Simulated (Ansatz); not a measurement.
Values for one crystal, relaxed and computed with DFT-LDA in the program Ansatz with PAW potentials; other levels are named.

- Volume per atom = 19.70 Å³
- Band gap = 0.44 eV (indirect)
- Zone-centre stability = no imaginary mode at Γ
- Zero-point energy = 61.3 meV/atom
- Valence-band maximum = at Γ
- Conduction-band minimum = on the Γ–X line, 84 % of the way from Γ (6 equivalent valleys)
- Hole effective mass, band 1 of 3 at the edge = 0.26 along [100], 2.7 along [110], 0.66 along [111] (mₑ)

Which compound is it?
A) B, α-B12
B) C, diamond
C) Si, diamond
D) O, α-O2

C, Si, diamond

Space group Fd-3m (diamond). The LDA relaxation kept the symmetry of its start.

Potentials: the earlier of the program's two PAW sets. The files were generated under PBE; for other functionals the program regenerates the frozen cores, and for LDA and PBEsol the local potential too.
